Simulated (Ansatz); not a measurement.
GaAs in space group P6_222 (No. 180; Ga on 3d, As on 3c), a = b = 4.025 Å, c = 8.851 Å, α = β = 90.00°, γ = 120.00°.

Relaxed with r²SCAN.

Q: Tabulate the valence density and the electron localisation function along the shortest Ga–As contact (2.50 Å), plane-wave PAW r²SCAN (Ansatz code).

A: 

```
distance from Ga (Å)  density (e/Å³)   ELF
--------------------  --------------  ----
0.25                           26.03  0.01
0.37                           11.83  0.03
0.50                            4.45  0.07
0.62                            1.71  0.16
0.75                            0.85  0.24
0.87                            0.57  0.30
1.00                            0.47  0.40
1.12                            0.45  0.58
1.25                            0.47  0.73
1.37                            0.52  0.78
1.50                            0.61  0.77
1.62                            0.74  0.73
1.75                            1.00  0.65
1.87                            2.06  0.50
2.00                            5.56  0.30
2.12                           13.76  0.14
2.25                           26.88  0.07
```

The density is the valence pseudo-density with augmentation charge, so density and ELF within about 1 Å of a nucleus are not all-electron values.

The start of the workflow was typed in or built on a structure type; neither database checked (COD, Materials Project) lists it. It is not the phase usual at ambient conditions (space group No. 216). The cell was relaxed with r²SCAN under the symmetry of its start; its stability against distortions is not shown here.

Potentials: the earlier of the program's two PAW sets.
